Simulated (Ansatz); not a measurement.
Problem. Name crystals whose computed values (the program Ansatz at the PBEsol level (PAW)) fall in these windows: B₀ by P(V) fit (GPa) 56 to 69; G_Hill (GPa) 45 to 57; Θ_D (K) 340 to 460.

Solution. 

| crystal | B₀ by P(V) fit (GPa) | G_Hill (GPa) | Θ_D (K) |
|---|---|---|---|
| Ca3SnO, anti-perovskite | 59.8 | 50.0 | 421 |
| Ge, P6_3/mmc (Ge on 4f) | 67.6 | 46.9 | 346 |
| Ca3SbN, anti-perovskite | 62.3 | 53.4 | 435 |
| Ca3BiN, anti-perovskite | 58.9 | 51.0 | 369 |
| Ge, P6_3/mmc (Ge on 4e, Ge on 4f) | 67.5 | 47.1 | 347 |
Others may fit too.

Not the usual ambient phase: Ge, P6_3/mmc (Ge on 4f); Ge, P6_3/mmc (Ge on 4e, Ge on 4f). Standing as an ambient phase not checked: Ca3SnO, anti-perovskite; Ca3SbN, anti-perovskite; Ca3BiN, anti-perovskite. All cells were relaxed under the symmetry of their starts (and spin orders); stability against distortions was not tested throughout. Spin–orbit coupling is left out wherever it is not named.

Potentials: the later of the program's two PAW sets.
